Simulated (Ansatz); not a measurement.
Given:

VN (rock salt)

```cif
data_NV
_chemical_formula_sum 'N1 V1'
_space_group_name_H-M_alt 'P 1'
_space_group_IT_number 1
_cell_length_a 2.91102
_cell_length_b 2.91102
_cell_length_c 2.91102
_cell_angle_alpha 60.000
_cell_angle_beta 60.000
_cell_angle_gamma 60.000
loop_
_space_group_symop_operation_xyz
  'x, y, z'
loop_
_atom_site_label
_atom_site_type_symbol
_atom_site_fract_x
_atom_site_fract_y
_atom_site_fract_z
_atom_site_occupancy
N1 N 0.00000 0.00000 0.00000 1
V1 V 0.50000 0.50000 0.50000 1
```

This relaxed cell (volume V₀) is scaled evenly in all directions, its shape held. Symmetry pins the atoms to their sites.

Computed with PBE (plane waves to 420 eV, PAW, scalar-relativistic; Ansatz, an electronic-structure program). k mesh 19×19×19 (Γ-centred), Fermi-Dirac smearing 0.05 eV. The energy includes the smearing's −TS. Stress and pressure are positive under compression. VN is run without spin polarisation. VN was relaxed with its symmetry unable to fall. ΔE is measured from the relaxed starting cell.

The scan covers V/V₀ from 0.840 to 1.160 in 11 points.

Task: What pressure does the cell carry at V/V₀ = 0.840?

Result: 79.7 GPa.

Task: What is ΔE at V/V₀ = 0.840?

Result: 298 meV/atom.

Task: What is ΔE at V/V₀ = 1.160?

Result: 168 meV/atom.

(A scan under strain: stresses follow from slopes of the energy per volume, elastic moduli from its curvatures.)
